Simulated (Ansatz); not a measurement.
Ca (fcc (Cu type), Fm-3m) at seven volumes, the program Ansatz at the PBE+D3(BJ) level (PAW), scaled uniformly. One row is withheld.

| V (Å³/atom) | P (GPa) |
|---|---|
| 36.520 | 1.98 |
| 37.724 | ? |
| 38.928 | 0.58 |
| 40.132 | 0.00 |
| 41.336 | -0.52 |
| 42.540 | -0.98 |
| 43.744 | -1.38 |

Problem. Fit the shown pressures and predict the withheld one.

Solution. P = (3/2)B₀(x^(7/2) − x^(5/2))[1 + (3/4)(B′ − 4)(x − 1)] with x = (V₀/V)^(2/3). Least squares on the six rows gives V₀ = 40.126 Å³/atom, B₀ = 18.3 GPa, B′ = 3.02. At V = 37.724, x = 1.0420 and P = 1.24 GPa. The run itself gave 1.24 GPa.

Symmetry was held in the PBE+D3(BJ) relaxation. The pairwise dispersion correction was not fitted to metals.

Potentials: the earlier of the program's two PAW sets.
